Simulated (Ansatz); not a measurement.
Relaxed-ion elastic tensor of LuSi2 in space group P6/mmm (No. 191; Lu on 1a, Si on 2d) in GPa (Voigt order), plane-wave PAW LDA (Ansatz code); density 7.53 g/cm³, 17.00 Å³ per atom.

```
 129   139  56.9   0.0   0.0   0.0
 139   129  56.9   0.0   0.0   0.0
56.9  56.9   150   0.0   0.0   0.0
 0.0   0.0   0.0  52.0   0.0   0.0
 0.0   0.0   0.0   0.0  52.0   0.0
 0.0   0.0   0.0   0.0   0.0  -4.8
```

### Question
Is the crystal mechanically stable?

### Answer
No: the smallest eigenvalue of C is -9.6 GPa.

The workflow started from an entry of the Crystallography Open Database (COD). Whether it is the stable phase at ambient conditions was not checked. Symmetry was held in the LDA relaxation. At this level the phase is mechanically unstable. As this level gives no gap, shear constants depend on the k-mesh and smearing (Fermi–Dirac, 0.1 eV here). On the denser mesh and wider smearing of the elastic run this cell carries a stress of 0.5 GPa. Spin–orbit coupling is left out wherever it is not named.

Potentials: the later of the program's two PAW sets.
